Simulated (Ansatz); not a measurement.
Input:

Ag:
```yaml
crystal:
  lattice:
    - [2.71450, 0.00000, 0.00000]
    - [0.00000, 2.71450, 0.00000]
    - [0.00000, 0.00000, 2.71450]
  atoms:
    - { symbol: Ag, position: [0.00000, 0.00000, 0.00000] }
```

This is the r²SCAN-relaxed structure.

Task: All from r²SCAN (plane waves, PAW; program Ansatz), unless another level is named. Predict the density of states at the Fermi level.

Result: 0.26 states/eV per atom (mean over ±0.08 eV).

Task: And the gap with spin–orbit coupling?

Result: none (metallic).

Space group Pm-3m (simple cubic). A made-up cell: these elements were put on the sites of a structure type; neither database checked (COD, Materials Project) lists it. It is not the phase usual at ambient conditions (space group No. 225). The cell was relaxed with r²SCAN under the symmetry of its start. At this level the phase is mechanically unstable. The run is not spin-polarised. Scalar-relativistic: spin–orbit coupling is off unless named, which matters more the heavier the elements.

Potentials: the later of the program's two PAW sets.
